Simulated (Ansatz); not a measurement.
# O-17 nuclear quadrupole resonance in LiZnAsH2O5

Cell: a structure deposited in the COD whose atoms were relaxed with PBE, the cell held.

Space group Pna2_1 (No. 33); a = 10.8631, b = 8.3012, c = 5.1605 Å.

```
site  Wyckoff  site symmetry       x       y       z
  Li       4a              1  0.3214  0.1705  0.7583
  Zn       4a              1  0.3777  0.3676  0.2582
  H9       4a              1  0.5421  0.1652  0.8337
 H13       4a              1  0.5233  0.0358  0.6091
  As       4a              1  0.1709  0.0783  0.2522
 O21       4a              1  0.0450  0.1848  0.1581
 O25       4a              1  0.2962  0.1728  0.1261
 O29       4a              1  0.1868  0.0625  0.5814
 O33       4a              1  0.1652  0.8876  0.1248
 O37       4a              1  0.4872  0.0815  0.7671
```

One atom of each set is listed.

The numbers come from a DFT calculation in Ansatz (PBE, plane waves and PAW, scalar-relativistic, 420 eV cutoff, Γ-centred 2×3×4 k-points, Fermi–Dirac smearing 0.02 eV).

O-17: I = 5/2, Q = -25.58 mb (year-2017 value). Static lattice, zero field.

(1) At which frequencies do the O-17 NQR lines lie?

Results:

(1) For I = 5/2 and η = 0 the lines are 3|C_Q|/20 and twice that; η pulls their ratio below 2. At large η the states mix, and weaker lines appear at sums of the main ones; lines under 5 % of the strongest are left out.

```tsv
site	atoms	V_zz (10²¹ V/m²)	C_Q (MHz)	η	line frequencies (MHz)
O21	4	12.79	-7.91	0.47	1.44, 2.28
O25	4	13.07	-8.08	0.42	1.42, 2.35
O29	4	12.95	-8.01	0.45	1.44, 2.32
O33	4	12.35	-7.64	0.53	1.45, 2.18
O37	4	-14.02	8.67	0.84	2.06, 2.35, 4.42
```

At O25, O29 and O33 V_zz points along its shortest bond, to As (within 9°) in each case. At O21 V_zz points along the shorter of its two bonds, to As (within 6°).
